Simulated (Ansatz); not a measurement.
CaSe:
```xyz
2
Lattice="0.0000 2.9789 2.9789 2.9789 0.0000 2.9789 2.9789 2.9789 0.0000" Properties=species:S:1:pos:R:3 pbc="T T T"
Ca     0.0000     0.0000     0.0000
Se     2.9789     2.9789     2.9789
```

Relaxed with PBE. Special points in fractions of this cell's reciprocal vectors: Γ (0.000, 0.000, 0.000); X (0.500, 0.000, 0.500); U (0.625, 0.250, 0.625); K (0.375, 0.375, 0.750); L (0.500, 0.500, 0.500); W (0.500, 0.250, 0.750).

Q: List the band energies nearest the valence-band maximum at these points for PBE (plane waves, PAW; program Ansatz).

A: In eV from the valence-band maximum; about four levels below and three above (degenerate sets whole), none deeper than 8.9 eV; points with the same levels are listed once.

```csv
k,below,above
Γ,0.00 0.00 0.00,3.23 3.72 3.72 3.72
X,-2.46 -0.91 -0.91,2.08 4.97 5.00
U,-2.20 -1.99 -1.08,3.29 5.60 5.66 5.66
L,-3.20 -1.15 -1.15,4.49 5.42 5.45 5.45
W,-1.93 -1.93 -1.62,4.38 4.38 5.19
```

Space group Fm-3m (rock salt). The PBE relaxation kept the symmetry of its start. Scalar-relativistic: spin–orbit coupling is off unless named, which matters more the heavier the elements.

Potentials: the later of the program's two PAW sets.
